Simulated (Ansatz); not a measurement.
C:
```
C
1.0
    2.50984     0.00000     0.00000
   -1.25492     2.17359     0.00000
    0.00000     0.00000     8.28028
C
8
Direct
  0.00000   0.00000   0.59294
  0.00000   0.00000   0.40706
  0.00000   0.00000   0.09294
  0.00000   0.00000   0.90706
  0.33333   0.66667   0.34450
  0.66667   0.33333   0.65550
  0.66667   0.33333   0.84450
  0.33333   0.66667   0.15550
```

Relaxed with r²SCAN.

Map the electron localisation function on the plane through (0.000, 0.000, 0.593) spanned by u = [0, 0, 1] and v = [1, -1, 0] in lattice vectors, from DFT-r²SCAN in the program Ansatz with PAW potentials.

x is the fraction of u, y of v (the angle between them is 90°; rows are the nearest grid lines); atoms in the plane: C at (0.00, 0.00), C at (0.81, 0.00), C at (0.50, 0.00), C at (0.31, 0.00), C at (0.75, 0.33), C at (0.06, 0.67), C at (0.25, 0.67), C at (0.56, 0.33).
```
y \ x   0.000  0.100  0.175  0.275  0.375  0.450  0.550  0.625  0.725  0.825  0.900   1.00
------  -----  -----  -----  -----  -----  -----  -----  -----  -----  -----  -----  -----
1.00    0.012  0.365  0.054  0.227  0.846  0.693  0.363  0.125  0.451  0.019  0.945  0.012
0.909   0.590  0.507  0.105  0.799  0.747  0.650  0.628  0.120  0.470  0.359  0.830  0.590
0.864   0.869  0.623  0.243  0.932  0.616  0.544  0.632  0.098  0.388  0.522  0.612  0.869
0.773   0.841  0.632  0.745  0.844  0.286  0.137  0.245  0.044  0.122  0.236  0.101  0.841
0.682   0.476  0.367  0.922  0.077  0.180  0.018  0.036  0.017  0.027  0.030  0.025  0.476
0.636   0.503  0.391  0.914  0.121  0.178  0.020  0.045  0.020  0.033  0.036  0.025  0.503
0.545   0.615  0.539  0.696  0.618  0.125  0.070  0.366  0.201  0.284  0.226  0.033  0.615
0.455   0.275  0.256  0.181  0.369  0.049  0.204  0.579  0.652  0.508  0.557  0.043  0.275
0.364   0.040  0.028  0.017  0.046  0.018  0.277  0.053  0.838  0.174  0.523  0.048  0.040
0.318   0.034  0.023  0.015  0.038  0.017  0.277  0.027  0.847  0.141  0.505  0.048  0.034
0.227   0.258  0.091  0.032  0.266  0.116  0.409  0.803  0.707  0.629  0.795  0.126  0.258
0.136   0.553  0.283  0.053  0.644  0.574  0.633  0.923  0.342  0.736  0.817  0.613  0.553
0.0909  0.371  0.357  0.057  0.598  0.739  0.678  0.810  0.200  0.632  0.539  0.829  0.371
0.000   0.012  0.365  0.054  0.227  0.846  0.693  0.363  0.125  0.451  0.019  0.945  0.012
```

The density is the valence pseudo-density with augmentation charge, so density and ELF within about 1 Å of a nucleus are not all-electron values.

Space group P6_3/mmc. The first step of the workflow began from a Materials Project structure, measured or hypothetical. Its sites differ from those of the usual phase in this space group: another stacking or structure type. Symmetry was held in the r²SCAN relaxation; phonons on a q-mesh show no instability.

Potentials: the later of the program's two PAW sets.
